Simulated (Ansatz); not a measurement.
Problem. Name crystals whose computed values (plane-wave PAW LDA (Ansatz code)) fall in these windows: B₀ by P(V) fit (GPa) 58 to 77; highest Γ mode, no LO–TO term (cm⁻¹) 210 to 260.

Solution. 

```json
[
 {"crystal": "Ga, α-Ga", "B₀ by P(V) fit (GPa)": "65.9", "highest Γ mode, no LO–TO term (cm⁻¹)": "242"},
 {"crystal": "InAs, zinc blende", "B₀ by P(V) fit (GPa)": "60.0", "highest Γ mode, no LO–TO term (cm⁻¹)": "215"},
 {"crystal": "CaS, rock salt", "B₀ by P(V) fit (GPa)": "67.6", "highest Γ mode, no LO–TO term (cm⁻¹)": "243"},
 {"crystal": "Hg2SeS, P-4m2 (Hg on 2g, Se on 1d, S on 1b)", "B₀ by P(V) fit (GPa)": "62.2", "highest Γ mode, no LO–TO term (cm⁻¹)": "237"},
 {"crystal": "InGaAs2, P-4m2 (In on 1d, Ga on 1b, As on 2g)", "B₀ by P(V) fit (GPa)": "65.8", "highest Γ mode, no LO–TO term (cm⁻¹)": "246"}
]
```
Others may fit too.

Standing as an ambient phase not checked: Hg2SeS, P-4m2 (Hg on 2g, Se on 1d, S on 1b); InGaAs2, P-4m2 (In on 1d, Ga on 1b, As on 2g). Perhaps ordered models of mixed-site phases: InGaAs2, P-4m2 (In on 1d, Ga on 1b, As on 2g). All cells were relaxed under the symmetry of their starts (and spin orders); stability against distortions was not tested throughout. Spin–orbit coupling is left out wherever it is not named.

Potentials: the later of the program's two PAW sets.
